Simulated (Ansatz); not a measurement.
**TlBi2 under strain**

Theory: DFT PBEsol, scalar-relativistic, plane waves, PAW in Ansatz. Settings: 420 eV cutoff, 9×9×12 k-mesh, Gaussian smearing of 0.10 eV, no spin polarisation.

Reference structure (relaxed):

```xyz
3
Lattice="5.6502 0.0000 0.0000 -2.8251 4.8932 0.0000 0.0000 0.0000 3.3212" Properties=species:S:1:pos:R:3 pbc="T T T"
Tl    0.0000    0.0000    0.0000
Bi    2.8251    1.6311    1.6606
Bi    0.0000    3.2622    1.6606
```

Deformation: biaxial strain in the a-b plane, with the length and tilt of c and the atoms relaxed, all within the symmetry that the strain leaves. Energies are extrapolated to zero smearing.

Spin–orbit coupling is left out, which can shift energies with elements as heavy as these.

```
strain (%)  ΔE (meV/atom) a (Å) b (Å) c (Å)
      -4.5           45.3  5.396  5.396  3.454
      -3.0           20.6  5.481  5.481  3.381
      -1.5            4.5  5.565  5.565  3.349
      +0.0            0.0  5.650  5.650  3.321
      +1.5            4.1  5.735  5.735  3.291
      +3.0           16.9  5.820  5.820  3.278
      +4.5           37.6  5.904  5.904  3.261
```

Problem. What stiffness (1/V) d²E/dε² at zero strain does a cubic fit over all points give?

Solution. A cubic fit gives (1/V) d²E/dε² = 215 GPa at zero strain (twice the biaxial modulus).

Problem. How does the free axis c answer a small strain?

Solution. Between the innermost points its strain is -0.58 times the applied one.